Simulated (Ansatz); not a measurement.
Cs3Bi:
```yaml
crystal:
  lattice:
    - [0.00000, 4.68415, 4.68415]
    - [4.68415, 0.00000, 4.68415]
    - [4.68415, 4.68415, 0.00000]
  atoms:
    - { symbol: Cs, position: [0.25000, 0.25000, 0.25000] }
    - { symbol: Cs, position: [0.75000, 0.75000, 0.75000] }
    - { symbol: Cs, position: [0.50000, 0.50000, 0.50000] }
    - { symbol: Bi, position: [0.00000, 0.00000, 0.00000] }
```

Relaxed with r²SCAN. Special points in fractions of this cell's reciprocal vectors: Γ (0.000, 0.000, 0.000); X (0.500, 0.000, 0.500); U (0.625, 0.250, 0.625); K (0.375, 0.375, 0.750); L (0.500, 0.500, 0.500); W (0.500, 0.250, 0.750).

**Question.** List the band energies nearest the valence-band maximum at these points for DFT-r²SCAN with spin–orbit coupling in the program Ansatz with PAW potentials.

**Answer.** In eV from the valence-band maximum; about four levels below and three above (degenerate sets whole), none deeper than 8.9 eV; points with the same levels are listed once.

| k | below | above |
|---|---|---|
| Γ | -0.38 -0.38 -0.38 -0.38 | 0.44 0.44 1.05 1.05 1.05 1.05 |
| X | -0.50 -0.50 0.00 0.00 | 1.07 1.07 1.33 1.33 |
| U | -0.57 -0.57 -0.29 -0.29 | 1.48 1.48 1.58 1.58 |
| L | -0.78 -0.78 -0.47 -0.47 | 2.20 2.20 2.40 2.40 |
| W | -0.57 -0.57 -0.32 -0.32 | 1.53 1.53 1.92 1.92 |

Space group Fm-3m. The workflow started from a Materials Project entry (that database holds measured and hypothetical structures alike); the Crystallography Open Database copy checked does not list it. With Cs and Bi taken as one species the cell has the higher symmetry Im-3m, so it may be an ordered model of a mixed-site phase. Whether it is the stable phase at ambient conditions was not checked. The cell was relaxed with r²SCAN under the symmetry of its start; of distortions, only those at the zone centre were tested.

Potentials: the later of the program's two PAW sets.
